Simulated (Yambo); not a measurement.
## How GW settings move the gap: ZnS

G0W0@LDA for ZnS (space group P6_3mc, No. 186) in Yambo. Reference settings: 3×3×1 Γ-centred k mesh, bands 25 to 374 and a 7 Ry block in the screening, 374 bands in G with the Bruneval-Gonze terminator, plasmon pole fitted at 27.2 eV. The LDA gap Γ → Γ on this mesh is 1.92 eV; G0W0 gaps are taken between the same points.

```
change from the reference       G0W0 gap Γ → Γ (eV)  shift of the valence edge (eV)        rough Yambo cost
------------------------------  -------------------  ------------------------------  ----------------------
reference settings                             3.48                           -0.83                       1
166 bands in W, 166 bands in G                 3.60                           -0.63               about 1/3
254 bands in W, 254 bands in G                 3.53                           -0.76  within a factor of two
166 bands in G                                 3.51                           -0.76                       –
254 bands in G                                 3.49                           -0.81                       –
196 bands in W                                 3.56                           -0.73  within a factor of two
2 Ry block                                     3.35                           -0.57  within a factor of two
3 Ry block                                     3.37                           -0.61  within a factor of two
6 Ry block                                     3.48                           -0.81  within a factor of two
pole fitted at 10 eV                           3.47                           -0.72                       –
no random integration                          3.48                           -0.84                       –
166 bands in G, no terminator                  3.43                           -0.28                       –
254 bands in G, no terminator                  3.43                           -0.56                       –
no terminator                                  3.43                           -0.69                       –
```

The reference isn't shown to be the converged limit. Costs are rough (shared machines), scaled to the same edge states, and given only for runs that recompute the screening.

Geometry of the Materials Project entry, not relaxed at this level; primitive cell a = 3.8080 Å, b = 3.8080 Å, c = 18.6787 Å, α = 90.00°, β = 90.00°, γ = 120.00°.

A shift is the quasiparticle energy of the state minus its LDA energy.
